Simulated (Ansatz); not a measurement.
**How long does this Ansatz run take?**

```yaml
crystal:
  lattice:
    - [2.4881487161, 0.0, 0.0]
    - [-1.2440743581, 2.1547999966, 0.0]
    - [0.0, 0.0, 6.4633091453]
  atoms:
    - { symbol: B, position: [0.3333333333, 0.6666666667, 0.25] }
    - { symbol: B, position: [0.6666666667, 0.3333333333, 0.75] }
    - { symbol: "N", position: [0.3333333333, 0.6666666667, 0.75] }
    - { symbol: "N", position: [0.6666666667, 0.3333333333, 0.25] }
kpoints:
  mp_grid: { grid: [13, 13, 5] }
scf:
  occupations: { method: fermi_dirac, width: 0.02 }
hamiltonian:
  xc: pbe
  pseudopotentials: { kind: paw }
output:
  forces: true
  stress: true
  populations: true
  efg:
    quadrupole_moments_barn: { B: 0.04059, "N": 0.02044 }
    contact_densities: true
relax:
  f_tol: 0.02
  max_steps: 60
```

```sh
ansatz run input.yaml --threads 1 --pin off --max-ram 3072MiB --backend cpu --events-out ev --progress --plain --runs-dir out
```

It runs on 1 thread of Intel Xeon Platinum 8488C (Sapphire Rapids) (x86_64; 16 cores open to the job, memory cap 3.0 GiB, no GPU), a shared host with a load of 0.2 a core.

**Question.** Estimate the wall time and the peak memory.

**Answer.** About 2.1 s of wall time (2 s of CPU time) and 0.41 GiB. The run holds 16 valence electrons in 12 bands, about 639 plane waves a k-point and 63 irreducible k-points, and took 6 SCF iterations, over 1 ionic steps. Times on a shared host vary by tens of per cent.
